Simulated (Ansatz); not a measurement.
This cell of InP (zinc blende) is off equilibrium:

```xyz
4
Lattice="0.0000 5.9598 5.9598 2.9799 0.0000 2.9799 2.9799 2.9799 0.0000" Properties=species:S:1:pos:R:3 pbc="T T T"
P      4.4432     4.5184     4.3947
P      4.4965     7.4012     7.5249
In    -0.0062     0.0114    -0.0176
In     2.9861     2.9685     5.9774
```

Calculation: PBE (plane waves to 420 eV, PAW, scalar-relativistic; Ansatz, a first-principles code). k mesh 5×10×10 (Γ-centred), Fermi-Dirac smearing 0.05 eV. Compression counts positive. InP was relaxed with its symmetry unable to fall. The PAW data are Ansatz's earlier set.

### Question
What forces act on the atoms (eV/Å, Cartesian)?

### Answer
```csv
atom,Fx,Fy,Fz
P1,0.378,-0.536,0.770
P2,-0.145,0.411,-0.676
In3,0.111,-0.349,0.580
In4,-0.344,0.474,-0.675
```

### Question
What is the stress tensor (GPa)?

### Answer
```
   0.48    -0.17     0.14
  -0.17     0.37    -0.29
   0.14    -0.29     0.15
```
The pressure, a third of the trace, is 0.33 GPa.

(For displaced atoms, the force is minus the slope of the energy, and its curvature is a force constant, which sets phonon frequencies.)
